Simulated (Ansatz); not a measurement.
TiPt (CsCl type)

```
CELL_PARAMETERS angstrom
      3.11491     0.00000     0.00000
      0.00000     3.11491     0.00000
      0.00000     0.00000     3.11491
ATOMIC_POSITIONS crystal
  Ti 0.50000 0.50000 0.50000
  Pt 0.00000 0.00000 0.00000
```

The slice is a {100} plane (indices of the conventional cell) through the point (0.500, 0.500, 0.500) (fractional), spanned by u = [100] and v = [010] in vectors of this cell: u (3.11 Å) and v (3.11 Å, at 90° to u). It covers one period; positions are fractions (u, v).

Method: LDA (plane waves to 420 eV, PAW, scalar-relativistic; Ansatz, a first-principles code). k mesh 15×15×15. These are valence fields of a PAW run, semicore shells included where kept as valence: close to a nucleus they are smooth pseudo fields. Spin-orbit coupling is left out, though Pt is heavy. TiPt is run without spin polarisation. TiPt was relaxed with its symmetry unable to fall.

Question: Predict the map of the electrostatic potential energy of an electron, from the cell's mean on the slice.

Answer: 
```
|xxxxxxxxxxxxxx..++######++..xxxxxxxxxxxx|
|xxxxxxxxxxxxxx::++##%%##++::xxxxxxxxxxxx|
|xxxxxxxxxxxx  --**%%%%%%**--  xxxxxxxxxx|
|xxxxxxxxxxxx::++##%%@@%%##++::xxxxxxxxxx|
|xxxxxxxxxx..==##%%@@@@@@%%##==..xxxxxxxx|
|xxxxxx  ::==**%%@@@@@@@@@@%%**==::  xxxx|
|  ..::--++##%%@@@@@@@@@@@@@@%%##++--::..|
|==++++**##%%@@@@@@@@@@@@@@@@@@%%##**++++|
|######%%%%@@@@@@@@@@@@@@@@@@@@@@%%%%####|
|####%%%%@@@@@@@@@@@@@@@@@@@@@@@@@@%%%%##|
|######%%%%@@@@@@@@@@@@@@@@@@@@@@%%%%####|
|==++++**##%%@@@@@@@@@@@@@@@@@@%%##**++++|
|  ..::--++##%%@@@@@@@@@@@@@@%%##++--::..|
|xxxxxx  ::==**%%@@@@@@@@@@%%**==::  xxxx|
|xxxxxxxxxx..==##%%@@@@@@%%##==..xxxxxxxx|
|xxxxxxxxxxxx::++##%%@@%%##++::xxxxxxxxxx|
|xxxxxxxxxxxx  --**%%%%%%**--  xxxxxxxxxx|
|xxxxxxxxxxxxxx::++##%%##++::xxxxxxxxxxxx|
|xxxxxxxxxxxxxx..++######++..xxxxxxxxxxxx|
|xxxxxxxxxxxxxx  ==######==  xxxxxxxxxxxx|
```
Scale: ten equal steps from 4.00 (start of ' ') to 12.25 (end of '@'), in the order ' .:-=+*#%@'. Values: electrostatic potential energy of an electron, from the cell's mean, in eV. The map has 20 points along u (two characters each, u = 0 at the left) and 20 along v (v = 0 in the bottom row). Points within 1 Å of a nucleus are blanked (x), as the pseudised field means little there. Values under 4 eV are set to 4. The zero, the cell's mean, hangs on the PAW cores.
